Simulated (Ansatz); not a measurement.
NaTl2GaF6:
```cif
data_F24Ga4Na4Tl8
_chemical_formula_sum 'Na4 Tl8 Ga4 F24'
_space_group_name_H-M_alt 'Fm-3m'
_space_group_IT_number 225
_space_group_name_Hall '-F 4 2 3'
_cell_length_a 8.40316
_cell_length_b 8.40316
_cell_length_c 8.40316
_cell_angle_alpha 90.000
_cell_angle_beta 90.000
_cell_angle_gamma 90.000
loop_
_atom_site_label
_atom_site_type_symbol
_atom_site_symmetry_multiplicity
_atom_site_Wyckoff_symbol
_atom_site_fract_x
_atom_site_fract_y
_atom_site_fract_z
_atom_site_occupancy
Na1 Na 4 b 0.50000 0.50000 0.50000 1
Tl1 Tl 8 c 0.25000 0.25000 0.25000 1
Ga1 Ga 4 a 0.00000 0.00000 0.00000 1
F1 F 24 e 0.00000 0.00000 0.22668 1
```
(The calculation used a cell of 10 atoms; values per cell refer to that cell.)

Relaxed with r²SCAN. 

Q: HSE06 on this cell (Ansatz, an electronic-structure program, PAW) gives a gap of 5.59 eV. What does r²SCAN give?

A: 4.89 eV.

Cost on shared cores: the r²SCAN run (SCF on a 6×6×6 mesh, then bands and DOS) about 2.9 core-minutes (a rough figure), the HSE06 run (SCF on 4×4×4, then a few points) roughly 8 core-minutes; the tasks are unlike.

The workflow started from a Materials Project entry (that database holds measured and hypothetical structures alike); the Crystallography Open Database copy checked does not list it. Whether it is the stable phase at ambient conditions was not checked. The r²SCAN relaxation kept the symmetry of its start; its stability against distortions is not shown here. Spin–orbit coupling is left out wherever it is not named.

Potentials: the later of the program's two PAW sets.

Ansatz is a plane-wave DFT program.
